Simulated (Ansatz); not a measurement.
# Mn started on a Cs site in cubic perovskite CsSnI3, 40 atoms, charge 0

Computed with DFT, PBEsol, PAW, plane waves in Ansatz 0.2.0.

Command:

```sh
ansatz run in.yaml --threads 8 --pin off --max-ram 118750MiB --runs-dir r --events-out ev --progress --plain --backend cuda --devices 0, --max-vram 170GiB
```

The input less its lattice and atoms:

```yaml
crystal:
  symmetry: { detect: false }
kpoints:
  mp_grid: { grid: [1, 1, 1], shift: [0.25, 0.25, 0.25] }
hamiltonian:
  xc: pbesol
scf:
  occupations: { method: fermi_dirac, width: 0.01 }
relax:
  f_tol: 0.03
  max_steps: 80
  escape_saddle: false
  adjacent_minimum: "off"
output:
  forces: true
  eigenvalues: true
  populations: true
```

Start:

```xyz
40
Lattice="12.3145 0.0000 0.0000 0.0000 12.3145 0.0000 0.0000 0.0000 12.3145" Properties=species:S:1:pos:R:3 pbc="T T T"
Cs   12.2912   12.3026   12.3008
Cs   12.3112   12.2680    6.1411
Cs   12.3041    6.1720    0.0146
Cs    0.0245    6.1719    6.1601
Cs    6.1335    0.0042   12.2995
Cs    6.1640   12.2862    6.1705
Cs    6.1717    6.1786    0.0067
Mn    6.1411    6.1399    6.1048
Sn    3.0942    3.1113    3.0853
Sn    3.0907    3.1117    9.2687
Sn    3.0559    9.2220    3.0889
Sn    3.0576    9.2479    9.2028
Sn    9.2275    3.1059    3.0852
Sn    9.2360    3.0874    9.2480
Sn    9.2090    9.2549    3.0851
Sn    9.2537    9.2518    9.2434
I     3.0808    3.1009   12.3043
I     3.0674    3.0717    6.1571
I     3.0857    9.2279    0.0305
I     3.1023    9.2558    6.1392
I     9.2623    3.0937    0.0047
I     9.2191    3.0796    6.1799
I     9.2455    9.2476    0.0198
I     9.2391    9.2067    6.1597
I    12.3047    3.1078    3.1025
I    12.3056    3.0569    9.2477
I    12.3058    9.2269    3.1085
I    12.2954    9.2524    9.2664
I     6.1947    3.0701    3.1040
I     6.1531    3.0765    9.2222
I     6.1651    9.2346    3.0908
I     6.1847    9.2281    9.2036
I     3.0382   12.2782    3.0983
I     3.1081   12.2828    9.2380
I     3.0954    6.1594    3.0668
I     3.0971    6.1754    9.2527
I     9.2111    0.0086    3.0727
I     9.2354    0.0196    9.2332
I     9.2298    6.1164    3.1022
I     9.2208    6.1437    9.2123
```

Steps:

```json
{"step": "start", "energy less the first (eV)": "0.000", "largest force component (eV/Å)": "0.210"}
{"step": "1", "energy less the first (eV)": "-0.066", "largest force component (eV/Å)": "0.071"}
{"step": "2", "energy less the first (eV)": "-0.105", "largest force component (eV/Å)": "0.165"}
{"step": "3", "energy less the first (eV)": "-0.177", "largest force component (eV/Å)": "0.447"}
{"step": "4", "energy less the first (eV)": "-0.327", "largest force component (eV/Å)": "0.745"}
{"step": "5", "energy less the first (eV)": "-0.564", "largest force component (eV/Å)": "1.069"}
{"step": "6", "energy less the first (eV)": "-0.907", "largest force component (eV/Å)": "1.418"}
{"step": "7", "energy less the first (eV)": "-1.362", "largest force component (eV/Å)": "1.633"}
{"step": "8", "energy less the first (eV)": "-1.858", "largest force component (eV/Å)": "1.526"}
{"step": "9", "energy less the first (eV)": "-2.264", "largest force component (eV/Å)": "0.958"}
{"step": "10", "energy less the first (eV)": "-2.759", "largest force component (eV/Å)": "0.936"}
{"step": "11", "energy less the first (eV)": "-3.207", "largest force component (eV/Å)": "0.577"}
{"step": "12", "energy less the first (eV)": "-3.409", "largest force component (eV/Å)": "0.614"}
{"step": "13", "energy less the first (eV)": "-3.626", "largest force component (eV/Å)": "0.239"}
{"step": "14", "energy less the first (eV)": "-3.740", "largest force component (eV/Å)": "0.288"}
{"step": "15", "energy less the first (eV)": "-3.844", "largest force component (eV/Å)": "0.282"}
{"step": "16", "energy less the first (eV)": "-3.962", "largest force component (eV/Å)": "0.409"}
{"step": "17", "energy less the first (eV)": "-4.132", "largest force component (eV/Å)": "0.617"}
{"step": "18", "energy less the first (eV)": "-4.316", "largest force component (eV/Å)": "0.631"}
{"step": "19", "energy less the first (eV)": "-4.429", "largest force component (eV/Å)": "0.176"}
{"step": "20", "energy less the first (eV)": "-4.459", "largest force component (eV/Å)": "0.052"}
{"step": "21", "energy less the first (eV)": "-4.463", "largest force component (eV/Å)": "0.094"}
{"step": "22", "energy less the first (eV)": "-4.476", "largest force component (eV/Å)": "0.061"}
{"step": "23", "energy less the first (eV)": "-4.485", "largest force component (eV/Å)": "0.020"}
{"step": "24", "energy less the first (eV)": "-4.485", "largest force component (eV/Å)": "0.020"}
{"step": "25", "energy less the first (eV)": "-4.489", "largest force component (eV/Å)": "0.028"}
{"step": "26", "energy less the first (eV)": "-4.492", "largest force component (eV/Å)": "0.017"}
{"step": "27", "energy less the first (eV)": "-4.495", "largest force component (eV/Å)": "0.016"}
```

A structure on the way, about -0.11 eV from the start:

```xyz
40
Lattice="12.3145 0.0000 0.0000 0.0000 12.3145 0.0000 0.0000 0.0000 12.3145" Properties=species:S:1:pos:R:3 pbc="T T T"
Cs   12.2891   12.3049   12.2944
Cs    0.0097   12.2857    6.1385
Cs   12.3091    6.1582    0.0177
Cs    0.0045    6.1562    6.1531
Cs    6.1368   12.3143   12.3015
Cs    6.1605   12.2925    6.1801
Cs    6.1574    6.1754    0.0004
Mn    6.1593    6.1171    6.0434
Sn    3.0765    3.0996    3.1068
Sn    3.0991    3.1045    9.2376
Sn    3.0794    9.2427    3.0872
Sn    3.0988    9.2373    9.2264
Sn    9.2146    3.1082    3.0982
Sn    9.2333    3.1017    9.2285
Sn    9.2132    9.2432    3.0974
Sn    9.2262    9.2318    9.2285
I     3.0977    3.0951    0.0056
I     3.1623    3.1667    6.1579
I     3.1032    9.2170    0.0073
I     3.1557    9.1625    6.1680
I     9.2239    3.0997    0.0090
I     9.1490    3.1534    6.1617
I     9.2248    9.2168    0.0060
I     9.1793    9.1601    6.1665
I    12.3084    3.1119    3.1041
I     0.0028    3.0823    9.2271
I     0.0034    9.2059    3.1094
I     0.0116    9.2303    9.2350
I     6.1437    3.1633    3.1821
I     6.1611    3.1491    9.1697
I     6.1568    9.1509    3.1776
I     6.1651    9.1513    9.1571
I     3.0718    0.0036    3.0985
I     3.1078    0.0014    9.2303
I     3.1861    6.1552    3.1820
I     3.1442    6.1531    9.1628
I     9.2177   12.3109    3.0891
I     9.2197   12.3136    9.2298
I     9.1261    6.1612    3.1738
I     9.1654    6.1639    9.1582
```

End:

```xyz
40
Lattice="12.3145 0.0000 0.0000 0.0000 12.3145 0.0000 0.0000 0.0000 12.3145" Properties=species:S:1:pos:R:3 pbc="T T T"
Cs   12.2246   12.0720    0.0826
Cs   12.3092   12.3017    6.8534
Cs    0.0154    6.1438   12.0491
Cs   12.2716    5.8276    6.4550
Cs    6.1649   12.2401   12.0950
Cs    6.0707   12.2955    6.5943
Cs    6.1649    6.1629   11.8691
Mn    6.1688    6.1868    3.3983
Sn    3.0296    3.0580    3.1423
Sn    3.0804    3.0857    9.3111
Sn    3.1081    9.2495    3.1410
Sn    3.0802    9.2190    9.2730
Sn    9.2324    3.1320    3.1454
Sn    9.2179    3.0827    9.3002
Sn    9.3103    9.3274    3.1349
Sn    9.2232    9.2193    9.2599
I     3.2355    3.4133    0.0654
I     2.8119    2.7077    6.2238
I     3.2442    8.9563    0.0540
I     2.8961    9.6500    6.2049
I     9.0805    3.3774    0.0683
I     9.4865    2.7720    6.2221
I     9.1116    9.0386    0.0532
I     9.4711    9.6219    6.1997
I    12.2918    3.5000    2.9647
I    12.3052    3.0279    9.5090
I     0.0423    9.0211    2.8932
I    12.3103    9.2625    9.4794
I     6.1352    3.6296    3.3938
I     6.1509    2.9528    9.2334
I     6.1963    8.7428    3.3389
I     6.1551    9.3220    9.2123
I     3.3447   12.3111    2.7666
I     3.0416   12.3062    9.6146
I     3.6156    6.1533    3.5140
I     2.9385    6.1539    9.0878
I     9.0400    0.0631    2.7876
I     9.2568   12.3091    9.5683
I     8.7238    6.2156    3.4375
I     9.3411    6.1548    9.1260
```

The calculation finished and met its thresholds.

Time: 43 s of wall time on one NVIDIA GB200 with 8 processor threads, on a host shared with other runs; peak host memory 2.4 GiB.

**Question.** How much energy did the relaxation gain, and which atom moved most?

**Answer.** 4.49 eV in 27 steps, from a start with small random displacements (the gain also holds any tilting of the ideal host); atom 8 (Mn) moved 2.71 Å, the median atom 0.33 Å (drift of the whole cell removed).

The run had no spin, and a state with a moment may lie lower. The one k point has no symmetry partners, which can distort the end along one axis.
